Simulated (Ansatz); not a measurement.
Run on Mo (hcp type): DFT, LDA, all-electron PAW with datasets made for the crystal, scalar-relativistic (Ansatz 0.2.0). This run: the undistorted cell.

The cell is a prototype at a set volume, not relaxed; it needn't be the stable phase.

Command: `ansatz run input.yaml --threads 1 --pin off --max-ram 2048MiB --backend cpu --events-out ev --progress --plain --runs-dir out` It took 6.8 s on 1 thread of Arm Neoverse V2, on a shared host, peak memory 0.43 GiB.

```yaml
crystal:
  lattice:
    - [2.8252342238, 0.0, 0.0]
    - [-1.4126171119, 2.4467246095, 0.0]
    - [0.0, 0.0, 4.5768794426]
  atoms:
    - { symbol: Mo, position: [0.3333333333, 0.6666666667, 0.25] }
    - { symbol: Mo, position: [0.6666666667, 0.3333333333, 0.75] }
kpoints:
  mp_grid: { grid: [12, 12, 7] }
scf:
  occupations: { method: fermi_dirac, width: 0.05 }
hamiltonian:
  xc: lda
  pseudopotentials: { kind: all_electron, datasets: crystal }
output:
  forces: true
  stress: true
  eigenvalues: true
  efg: { contact_densities: true }
```

Output:

```
hamiltonian.pseudopotentials.datasets: crystal makes datasets for this crystal and solves the spheres of its atoms anew in each pass: cutoff 300.0 eV, the density's 1200.0 eV; for an error of 0.50 meV an atom under PBE, 1.0 meV for the cell; an energy difference from a run of another recipe may be off by several times the error for the cell, under r2SCAN by more, where some 0.1 meV an atom stays at smaller errors; Mo in spheres of 1.376 Å, 6 of its electrons in bands, 8 on its site; only band paths and densities of states list, in semicore columns, the levels of the semicore shells that are solved separately: 4s of Mo, 4p of Mo
band count auto-derived: 13 (N_el = 12.0; filled up to band 6; 10 by the electrons, moments and atoms)
Mo: output.efg is read without spin–orbit coupling, which moves field gradients at and beside such atoms by some per cent and up to a factor of two; PAW files take it under magnetization.noncollinear and magnetization.spin_orbit
Engine: ansatz 0.2.0
Pseudopotentials: kind: all_electron
Pseudopotential: Mo, paw, valence charge 14, recommended cutoff 300 eV (normal), crystal/all_electron/lda/scalar/gaussian/Mo, Koelling and Harmon's equation, gaussian nucleus
Functional definition: SPW92
  exchange = slater_x
  correlation = pw_c
Crystal: 2 atoms, lattice volume = 31.638 Å³
Basis set: ecut = 300 eV, 373 PW (Γ)
Bands: 13, of which v1, the nominal top of the filled ones, is band 6 counted from 1 (5 counted from 0)
Symmetry: 24 space group operations
Space group: P63/mmc (ITA 194), of the structure as read, at distance tolerance 3.2e-5 Å
k-points: 76 of 1008
Non-local potential: Mo, projectors of the file, l = 0: 1, l = 1: 1, l = 2: 2
PAW form: soft (Blöchl's): semilocal exchange-correlation on the pseudo side does not see the compensation charge
PAW one-centre angular grid: Mo, 590 points (default); XC on its mesh's 1883 points in the sphere
Initial density: superposition of atomic densities (neutral atoms: chi_scale 0, normalization atom)
Initial wavefunctions: pseudopotential atomic-orbital guess
Functional: x = slater, c = lda
iter 1 solved again at ethr=4.10e-2 eV; its pass at ethr=1.00e-1 eV (dr2=4.92e0 eV) is discarded
SCF iter   1: F=—  HF=-220130.468053 eV  |F-HF|=—  |Δ(HF+E_count)|=         —  Δρ=1.25e-1  dr2=5.09e0  ethr=4.10e-2  ⟨swp⟩=2.1  Hψ=5978  notcnv=0
preconditioner: auto → none  [metal: Δε(μ)=0.007 eV  Ē_g=7.220 eV  σ=0.050 eV  W_gap=0.04  n_scr=2 (ndim 8)  ℏωp=22.9 eV  f_vac=0.000  D(μ)=3.34/eV (n_scr^D=36)  sad-step TF]
SCF iter   2: F=—  HF=-220129.384229 eV  |F-HF|=—  |Δ(HF+E_count)|=    1.08e0  Δρ=6.93e-2  dr2=1.59e0  ethr=4.10e-2  ⟨swp⟩=2.0  Hψ=1976  notcnv=0
iter 3 solved again at ethr=9.90e-4 eV; its pass at ethr=1.32e-2 eV (dr2=1.19e-1 eV) is discarded
SCF iter   3: F=—  HF=-220128.669445 eV  |F-HF|=—  |Δ(HF+E_count)|=   7.15e-1  Δρ=1.97e-2  dr2=1.21e-1  ethr=9.90e-4  ⟨swp⟩=2.5  Hψ=4636  notcnv=0  defer=3
SCF iter   4: F=—  HF=-220128.669614 eV  |F-HF|=—  |Δ(HF+E_count)|=   1.68e-4  Δρ=2.05e-3  dr2=1.37e-3  ethr=9.90e-4  ⟨swp⟩=3.0  Hψ=2320  notcnv=0
SCF iter   5: F=—  HF=-220128.670215 eV  |F-HF|=—  |Δ(HF+E_count)|=   6.01e-4  Δρ=7.80e-4  dr2=2.01e-4  ethr=1.14e-5  ⟨swp⟩=3.0  Hψ=2738  notcnv=0
SCF iter   6: F=—  HF=-220128.670150 eV  |F-HF|=—  |Δ(HF+E_count)|=   6.55e-5  Δρ=1.87e-4  dr2=1.04e-5  ethr=1.67e-6  ⟨swp⟩=2.1  Hψ=2377  notcnv=0
SCF iter   7: F=—  HF=-220128.670146 eV  |F-HF|=—  |Δ(HF+E_count)|=   3.59e-6  Δρ=2.77e-5  dr2=2.15e-7  ethr=8.68e-8  ⟨swp⟩=2.9  Hψ=1672  notcnv=0
SCF iter   8: F=-220128.670146 eV  HF=-220128.670146 eV  |F-HF|=5.82e-10  |Δ(HF+E_count)|=   5.73e-8  Δρ=4.45e-6  dr2=4.25e-9  ethr=1.79e-9  ⟨swp⟩=3.0  Hψ=2003  notcnv=0
SCF 1 converged in 8 iterations: F = -220128.670149 eV  dr2 = 4.25e-9
  Residual-converged pass: ⟨swp⟩=3.2  Hψ=1947  notcnv=0  max |occ|·‖R‖ = 5.2e-6 eV (tolerance 5.3e-6 eV)  dr2=4.21e-9  dr2_onsite=1.63e-9  max |Δocc| = 3.3e-9
  greatest PAW one-centre occupation: 0.407 electrons in one spin orbital (limit 2), on the Mo atom at site 1 (counted from 0), in its partial waves of l = 2
SCF converged after 8 iterations
Free energy (F): -220128.670149 eV
Harris-Foulkes:  -220128.670149 eV  (|F-HF|=5.82e-10)
Internal energy: -220128.642869 eV  (E = F + TS)
E sigma→0 (E₀):  -220128.656509 eV
Entropy (-TS):   -0.027280 eV (-13.640 meV/atom)
Past the cutoff: the bands carry plane waves up to 1.75 times it, of which those up to 1.5 times it add -0.000381 eV an atom, each by itself; the spheres take 0.000103 eV an atom off the energy for waves past 1.75 times it
By the cutoff:   a pressure is off by up to 0.006 GPa (1.2 times the spheres' own share and the shells' term, over an atom's volume, and 0.004 GPa: a bound that held against runs at twice the plane waves)
Past the cutoffs: a stress includes 0.0038 GPa for waves and charges beyond them, in addition to the slope of what the spheres take
In the spheres:  the bands' charges fall short by 1.4e-7 e at most (sound up to 1e-3), those of shells solved beside the bands by 5.3e-7 e (sound up to 5e-4)
Fermi energy:    22.461850 eV
--- Per-component energies (eV) ---
  E_band       = 241.290876
  E_kinetic    = 210.506420
  E_local      = -668.496261  (includes V_loc(G=0)·N_el)
  E_nonlocal   = 27.964590
  E_hartree    = 548.965739
  E_xc         = -206.347118
  E_vxc        = -218.579566  (∫ρ·V_xc dr)
  E_paw        = -222190.954322  (= ΣΔE_a)
  E_vpaw       = -5604.871959  (= ΣTr[D̂ρ^β])
  E_ewald      = -3247.121222
  E_smearing   = -0.027280  (= −TS)
  E_closure    = 5396.839304  (closes the sum)
  Σ components = -220128.670149   (vs F -220128.670149, Δ=0.00e0)
  The terms above E_closure are by the made datasets' own strengths, without shells solved beside the bands.
--- Forces (eV/Å), atoms counted from 1 ---
  atom   1  Mo     0.00000000    -0.00000000     0.00000000
  atom   2  Mo     0.00000000     0.00000000     0.00000000
  max |Σ_I F_I| component: 1.39e-17 eV/Å
--- Stress (GPa, compression-positive) ---
      -10.278558      -0.000000       0.000000
        0.000000     -10.278558       0.000000
        0.000000       0.000000      -7.954633
  P = ⅓ Tr σ = -9.5039 GPa (-95.039 kbar)
  It holds what live shells' own plane waves past their cutoff add
--- PAW observables at the nuclei: V_zz in 10²¹ V/m², potentials from the cell's mean, atoms counted from 1 ---
  atom   1  Mo V_zz =    -1.743210   η = 0.0000   by run symmetry: allowed
            electrostatic potential = -6358.889180 V   contact ρ = 592777.744138 e/Å³
  atom   2  Mo V_zz =    -1.743210   η = 0.0000   by run symmetry: allowed
            electrostatic potential = -6358.889180 V   contact ρ = 592777.744138 e/Å³
--- Band table (eV; the first three rows and the last of 76) ---
  k-point 0: bands = ["15.6449", "17.7274", "21.7275", "21.7451", "21.7451", "22.4717", "22.4717", "23.3064", "23.3064", "24.1557", "25.9420"]
  k-point 1: bands = ["15.8582", "17.7789", "21.6078", "21.6542", "21.6542", "22.3440", "22.3440", "23.5850", "23.5850", "23.6034", "25.9581"]
  k-point 2: bands = ["16.4447", "17.8683", "21.3274", "21.5452", "21.5452", "22.0520", "22.0520", "22.4365", "24.2202", "24.2202", "25.8867"]
  k-point 75: bands = ["19.3856", "19.3856", "19.6029", "20.0483", "21.4011", "21.4011", "23.0093", "23.4307", "26.0160", "26.0160", "31.8195"]
```

Next run (one bond, the shortest of the undistorted cell, set to 3.091 Å), as changes to the input before:

```diff
   atoms:
-    - { symbol: Mo, position: [0.3333333333, 0.6666666667, 0.25] }
-    - { symbol: Mo, position: [0.6666666667, 0.3333333333, 0.75] }
+    - { symbol: Mo, position: [0.3666666667, 0.6833333333, 0.275] }
+    - { symbol: Mo, position: [0.6333333333, 0.3166666667, 0.725] }
 kpoints:
```

Command: `ansatz run input.yaml --threads 1 --pin off --max-ram 2048MiB --backend cpu --events-out ev --progress --plain --runs-dir out` It took 35 s on 1 thread of Arm Neoverse V2, on a shared host, peak memory 0.74 GiB.

Results part of the output:

```
SCF 1 converged in 9 iterations: F = -220128.466486 eV  dr2 = 5.04e-9
  Residual-converged pass: ⟨swp⟩=3.0  Hψ=13309  notcnv=0  max |occ|·‖R‖ = 5.1e-6 eV (tolerance 5.3e-6 eV)  dr2=4.73e-9  dr2_onsite=3.42e-9  max |Δocc| = 1.6e-9
  greatest PAW one-centre occupation: 0.999 electrons in one spin orbital (limit 2), on the Mo atom at site 1 (counted from 0), in its partial waves of l = 0
SCF converged after 9 iterations
Free energy (F): -220128.466486 eV
Harris-Foulkes:  -220128.466486 eV  (|F-HF|=4.02e-9)
Internal energy: -220128.437441 eV  (E = F + TS)
E sigma→0 (E₀):  -220128.451963 eV
Entropy (-TS):   -0.029045 eV (-14.522 meV/atom)
Past the cutoff: the bands carry plane waves up to 1.75 times it, of which those up to 1.5 times it add -0.000374 eV an atom, each by itself; the spheres take 0.000267 eV an atom off the energy for waves past 1.75 times it
By the cutoff:   a pressure is off by up to 0.007 GPa (1.2 times the spheres' own share and the shells' term, over an atom's volume, and 0.004 GPa: a bound that held against runs at twice the plane waves)
Past the cutoffs: a stress includes 0.0014 GPa for waves and charges beyond them, in addition to the slope of what the spheres take
In the spheres:  the bands' charges fall short by 5.2e-7 e at most (sound up to 1e-3)
Fermi energy:    22.441222 eV
--- Per-component energies (eV) ---
  E_band       = -54.694800
  E_kinetic    = 521.565985
  E_local      = -1180.297929  (includes V_loc(G=0)·N_el)
  E_nonlocal   = 202.205368
  E_hartree    = 631.077616
  E_xc         = -200.920984
  E_vxc        = -262.715799  (∫ρ·V_xc dr)
  E_paw        = -221501.482621  (= ΣΔE_a)
  E_vpaw       = -5216.937118  (= ΣTr[D̂ρ^β])
  E_ewald      = -3219.913803
  E_smearing   = -0.029045  (= −TS)
  E_closure    = 4619.328927  (closes the sum)
  Σ components = -220128.466486   (vs F -220128.466486, Δ=0.00e0)
  The terms above E_closure are by the made datasets' own strengths, without shells solved beside the bands.
--- Forces (eV/Å), atoms counted from 1 ---
  atom   1  Mo     0.27725136     0.16007115    -1.62177103
  atom   2  Mo    -0.27725136    -0.16007115     1.62177103
  max |Σ_I F_I| component: 5.55e-17 eV/Å
--- Stress (GPa, compression-positive) ---
       -3.602372      -3.636384      -2.602559
       -3.636384       0.596563      -1.502588
       -2.602559      -1.502588     -10.003697
  P = ⅓ Tr σ = -4.3365 GPa (-43.365 kbar)
--- PAW observables at the nuclei: V_zz in 10²¹ V/m², potentials from the cell's mean, atoms counted from 1 ---
  atom   1  Mo V_zz =    -1.838889   η = 0.4500   by run symmetry: allowed
            electrostatic potential = -6358.963311 V   contact ρ = 592778.407154 e/Å³
  atom   2  Mo V_zz =    -1.838889   η = 0.4500   by run symmetry: allowed
            electrostatic potential = -6358.963311 V   contact ρ = 592778.407154 e/Å³
--- Band table (eV; the first three rows and the last of 277) ---
  k-point 0: bands = ["-38.1048", "-37.7753", "-12.9052", "-11.6945", "-11.6181", "-11.4870", "-11.3482", "-11.3151", "15.6970", "17.5876", "21.3654", "21.4639", "21.7245", "22.1239", "22.3222", "23.3026", "24.0318", "24.6215", "25.5115"]
  k-point 1: bands = ["-38.0960", "-37.7846", "-12.8496", "-11.6857", "-11.6152", "-11.4965", "-11.3727", "-11.3575", "15.9063", "17.6367", "21.2433", "21.4062", "21.6452", "22.1250", "22.1619", "23.4455", "24.0979", "24.2473", "25.5993"]
  k-point 2: bands = ["-38.0739", "-37.8079", "-12.7025", "-11.6638", "-11.6158", "-11.5696", "-11.4651", "-11.3804", "16.4795", "17.7319", "20.8827", "21.3664", "21.5063", "21.7868", "21.9801", "23.1499", "23.9066", "24.7070", "25.7412"]
  k-point 276: bands = ["-37.8489", "-37.7209", "-12.8241", "-12.7215", "-11.9482", "-11.9221", "-11.6079", "-11.6004", "17.6570", "18.1876", "19.0218", "20.1862", "22.3628", "23.4509", "24.5985", "24.6717", "26.6715", "26.7719", "26.7934"]
```

Next run (one bond, the shortest of the undistorted cell, set to 1.967 Å), as changes to the input before:

```diff
   atoms:
-    - { symbol: Mo, position: [0.3666666667, 0.6833333333, 0.275] }
-    - { symbol: Mo, position: [0.6333333333, 0.3166666667, 0.725] }
+    - { symbol: Mo, position: [0.2333333333, 0.6166666667, 0.175] }
+    - { symbol: Mo, position: [0.7666666667, 0.3833333333, 0.825] }
 kpoints:
```

Command: `ansatz run input.yaml --threads 1 --pin off --max-ram 2048MiB --backend cpu --events-out ev --progress --plain --runs-dir out` It took 46 s on 1 thread of Arm Neoverse V2 (shared host), peak memory 0.99 GiB.

Results part of the output:

```
SCF 1 converged in 9 iterations: F = -220126.141260 eV  dr2 = 1.83e-9
  Residual-converged pass: ⟨swp⟩=3.5  Hψ=13675  notcnv=0  max |occ|·‖R‖ = 5.2e-6 eV (tolerance 5.3e-6 eV)  dr2=1.46e-9  dr2_onsite=2.49e-9  max |Δocc| = 6.6e-10
  greatest PAW one-centre occupation: 0.966 electrons in one spin orbital (limit 2), on the Mo atom at site 1 (counted from 0), in its partial waves of l = 0
SCF converged after 9 iterations
Free energy (F): -220126.141260 eV
Harris-Foulkes:  -220126.141260 eV  (|F-HF|=1.34e-9)
Internal energy: -220126.125080 eV  (E = F + TS)
E sigma→0 (E₀):  -220126.133170 eV
Entropy (-TS):   -0.016180 eV (-8.090 meV/atom)
Past the cutoff: the bands carry plane waves up to 1.75 times it, of which those up to 1.5 times it add -0.000244 eV an atom, each by itself; the spheres take 0.000275 eV an atom off the energy for waves past 1.75 times it
By the cutoff:   a pressure is off by up to 0.007 GPa (1.2 times the spheres' own share and the shells' term, over an atom's volume, and 0.004 GPa: a bound that held against runs at twice the plane waves)
Past the cutoffs: a stress includes 0.0012 GPa for waves and charges beyond them, in addition to the slope of what the spheres take
In the spheres:  the bands' charges fall short by 1.4e-7 e at most (sound up to 1e-3)
Fermi energy:    22.742832 eV
--- Per-component energies (eV) ---
  E_band       = -65.280993
  E_kinetic    = 1134.939982
  E_local      = -1977.396741  (includes V_loc(G=0)·N_el)
  E_nonlocal   = -53.272902
  E_hartree    = 791.372606
  E_xc         = -441.856902
  E_vxc        = -576.792500  (∫ρ·V_xc dr)
  E_paw        = -220891.140078  (= ΣΔE_a)
  E_vpaw       = -4478.849122  (= ΣTr[D̂ρ^β])
  E_ewald      = -2992.116212
  E_smearing   = -0.016180  (= −TS)
  E_closure    = 4303.345168  (closes the sum)
  Σ components = -220126.141260   (vs F -220126.141260, Δ=0.00e0)
  The terms above E_closure are by the made datasets' own strengths, without shells solved beside the bands.
--- Forces (eV/Å), atoms counted from 1 ---
  atom   1  Mo     3.36205727     1.94108467    10.30932107
  atom   2  Mo    -3.36205727    -1.94108467   -10.30932107
  max |Σ_I F_I| component: 0.00e0 eV/Å
--- Stress (GPa, compression-positive) ---
       48.223594       5.540066      23.930486
        5.540066      41.826477      13.816272
       23.930486      13.816272      65.855343
  P = ⅓ Tr σ = 51.9685 GPa (519.685 kbar)
--- PAW observables at the nuclei: V_zz in 10²¹ V/m², potentials from the cell's mean, atoms counted from 1 ---
  atom   1  Mo V_zz =   +17.299173   η = 0.4606   by run symmetry: allowed
            electrostatic potential = -6359.345065 V   contact ρ = 592773.488638 e/Å³
  atom   2  Mo V_zz =   +17.299173   η = 0.4606   by run symmetry: allowed
            electrostatic potential = -6359.345065 V   contact ρ = 592773.488638 e/Å³
--- Band table (eV; the first three rows and the last of 277) ---
  k-point 0: bands = ["-38.9587", "-37.2600", "-14.8383", "-12.0624", "-11.7559", "-11.7311", "-11.4026", "-9.7903", "15.7053", "16.3599", "19.1520", "19.8412", "20.1305", "20.8554", "22.5906", "23.7671", "25.7373", "26.6133", "27.2314"]
  k-point 1: bands = ["-38.9569", "-37.2625", "-14.8230", "-12.0546", "-11.7555", "-11.7427", "-11.4029", "-9.8085", "15.8315", "16.3719", "19.1476", "19.8087", "20.0997", "20.8707", "22.5890", "23.4125", "25.8364", "26.7010", "27.0612"]
  k-point 2: bands = ["-38.9526", "-37.2683", "-14.7881", "-12.0339", "-11.7723", "-11.7547", "-11.4036", "-9.8495", "16.1400", "16.4013", "19.1470", "19.7390", "20.0312", "20.9189", "22.2703", "22.9835", "26.0651", "26.6864", "26.8961"]
  k-point 276: bands = ["-38.4941", "-37.4178", "-15.2098", "-13.6289", "-12.4896", "-11.4314", "-11.1688", "-9.9959", "16.3735", "18.1111", "18.8346", "21.0431", "21.3142", "24.5528", "24.8477", "24.9490", "25.7369", "26.7322", "27.7758"]
```
